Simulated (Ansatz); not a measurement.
Sn:
```
Sn
1.0
   -2.93927     2.93927     1.57462
    2.93927    -2.93927     1.57462
    2.93927     2.93927    -1.57462
Sn
2
Direct
  0.75000   0.25000   0.50000
  0.00000   0.00000   0.00000
```

Relaxed with PBE+D3(BJ).

Q: Which orbitals make up the states near the Fermi level in PBE+D3(BJ) in the plane-wave PAW code Ansatz?

A: Within 0.5 eV of the Fermi level: Sn 5p 82 %, Sn 5s 15 %. Projections are on Löwdin-orthogonalised atomic valence shells; empty p or d shells of many metals are not among them.

Q: Tabulate the density of states.

A: States/eV per cell of 2 atoms, in 0.25 eV bins, energy from the Fermi level.

```tsv
E (eV)	total	Sn 5p	Sn 5s
-7.85	0.75	0.25	0.50
-7.60	0.87	0.26	0.60
-7.35	0.89	0.26	0.62
-7.10	0.91	0.26	0.64
-6.85	1.02	0.27	0.74
-6.60	0.98	0.24	0.74
-6.35	0.58	0.18	0.40
-6.10	0.50	0.17	0.33
-5.85	0.49	0.17	0.32
-5.60	0.53	0.18	0.35
-5.35	0.67	0.25	0.42
-5.10	0.57	0.22	0.35
-4.85	0.42	0.16	0.26
-4.60	0.43	0.21	0.22
-4.35	0.44	0.25	0.19
-4.10	0.44	0.28	0.16
-3.85	0.60	0.45	0.15
-3.60	0.85	0.69	0.15
-3.35	0.91	0.75	0.15
-3.10	0.93	0.76	0.15
-2.85	0.90	0.74	0.15
-2.60	0.92	0.76	0.15
-2.35	0.95	0.81	0.13
-2.10	1.02	0.89	0.11
-1.85	1.11	0.98	0.11
-1.60	1.22	1.08	0.12
-1.35	1.36	1.22	0.12
-1.10	1.27	1.14	0.11
-0.85	1.13	1.00	0.11
-0.60	1.05	0.91	0.12
-0.35	0.98	0.83	0.13
-0.10	0.95	0.78	0.14
0.15	0.95	0.77	0.15
0.40	0.96	0.76	0.17
0.65	0.98	0.77	0.18
0.90	1.03	0.79	0.20
1.15	0.94	0.73	0.18
1.40	0.87	0.67	0.16
1.65	0.97	0.75	0.17
1.90	1.05	0.81	0.18
2.15	1.00	0.77	0.17
2.40	1.07	0.83	0.16
2.65	1.18	0.92	0.15
2.90	1.18	0.90	0.13
3.15	1.20	0.87	0.12
3.40	1.29	0.93	0.11
3.65	1.35	0.96	0.11
3.90	1.54	1.11	0.11
4.15	1.66	1.21	0.11
4.40	1.55	1.13	0.10
4.65	1.40	1.03	0.09
```

Space group I4_1/amd (β-Sn type). The PBE+D3(BJ) relaxation kept the symmetry of its start. The pairwise dispersion correction was not fitted to metals. Spin–orbit coupling is left out wherever it is not named.

Potentials: the later of the program's two PAW sets.
